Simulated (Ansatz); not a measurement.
A generator proposed this cell of Ti₃SiN.

```cif
data_structure
_symmetry_space_group_name_H-M 'P 1'
_symmetry_Int_Tables_number 1
_cell_length_a 3.9505
_cell_length_b 3.9505
_cell_length_c 3.9505
_cell_angle_alpha 90.000
_cell_angle_beta 90.000
_cell_angle_gamma 90.000
_cell_volume 61.65
loop_
_atom_site_label
_atom_site_type_symbol
_atom_site_fract_x
_atom_site_fract_y
_atom_site_fract_z
_atom_site_occupancy
Ti1 Ti 0.50000 0.00000 0.00000 1
Ti2 Ti 0.00000 0.50000 0.00000 1
Ti3 Ti 0.00000 0.00000 0.50000 1
Si1 Si 0.50000 0.50000 0.50000 1
N1 N 0.00000 0.00000 0.00000 1
```

The calculation used DFT PBE, scalar-relativistic, plane waves, PAW (Ansatz 0.2.0). Settings: cutoff 420 eV, Γ-centred mesh 4×4×4 on the computed 5-atom cell, Gaussian smearing of 0.10 eV; collinear spin from starting moments 1.0 -1.0 1.0 0.0 0.0 μB.

Formation energies are uncorrected and refer to the elements' standard structures at the same level (N₂ as a molecule).

Problem. Estimate its pressure, forces and energy as it stands.

Solution. The pressure is 20.6 GPa (it wants to expand), the largest force is 0.00 eV/Å (symmetry fixes the atoms), and the energy is −0.86 eV/atom against the elements. The shortest distance is 1.98 Å.

Problem. Is it a good guess?

Solution. A fair one: relaxing gains under 0.1 eV/atom (the start's value is from the coarse mesh, so the gain is rough) in 9 ionic steps and ends at −0.93 eV/atom on the finer mesh. The symmetry stays Pm-3m (No. 221). The end has the antiperovskite type. The volume per atom grows by 10.1 %, from 12.3 to 13.6 Å³. The shortest distance goes from 1.98 Å (Ti–N) to 2.04 Å (Ti–N). Conventional cell: a = 4.079 Å. Ti is surrounded by 2 N at 2.04 Å, 4 Si at 2.88 Å and 8 Ti at 2.88 Å; Si has 12 Ti at 2.88 Å; N has 6 Ti at 2.04 Å.

The last run used collinear spin, a 10×10×10 mesh for its 5-atom cell and Gaussian smearing of 0.10 eV. The relaxation can't lower the symmetry of the start, and the grade says only how near the guess is to its own end. A structure relaxed within its symmetry needn't be a true minimum.
